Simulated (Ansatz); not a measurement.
The relaxed structure here is a generated cell of ZrO2: the first start was made by placing the elements on the sites of a structure type, and the end was not matched to a known phase here, so it may be hypothetical. Known forms of ZrO2 include space group No. 14, 137, 225.

A relaxed structure of ZrO₂. These are PBE (plane waves to 420 eV, PAW, scalar-relativistic; Ansatz, a first-principles code) values and carry that method's errors.

```
CELL_PARAMETERS angstrom
      5.64350     0.00000     0.00000
     -2.82175     4.88741     0.00000
      0.00000     0.00000     3.31435
ATOMIC_POSITIONS crystal
  O  0.26120 0.00000 0.00000
  O  0.00000 0.26120 0.00000
  O  0.73880 0.73880 0.00000
  O  0.59640 0.00000 0.50000
  O  0.00000 0.59640 0.50000
  O  0.40360 0.40360 0.50000
  Zr 0.00000 0.00000 0.50000
  Zr 0.33333 0.66667 0.00000
  Zr 0.66667 0.33333 0.00000
```

### Question
Determine the symmetry and give the standard cell with its independent sites.

### Answer
Space group P-62m (No. 189); a = b = 5.644 Å, c = 3.314 Å, α = β = 90.00°, γ = 120.00°

```csv
atom,site,symmetry,x,y,z
O,3f,m2m,0.0000,0.2612,0.0000
O,3g,m2m,0.4036,0.4036,0.5000
Zr,1b,-62m,0.0000,0.0000,0.5000
Zr,2c,-6..,0.3333,0.6667,0.0000
```

This is the AFLOW prototype A2B_hP9_189_fg_bc (C22, as in Fe2P).

### Question
Give the shortest distances between elements (the closest pairs, up to four, under 3.6 Å).

### Answer
O–Zr 2.11 Å; O–O 2.51 Å; Zr–Zr 3.26 Å.

The volume per atom is 10.16 Å³. The band gap is 1.81 eV, direct at Γ (no spin-orbit coupling).

No spin polarisation in the result.

The run could not lose the symmetry of its start; a randomly shaken copy of 9 atoms returns to this structure.
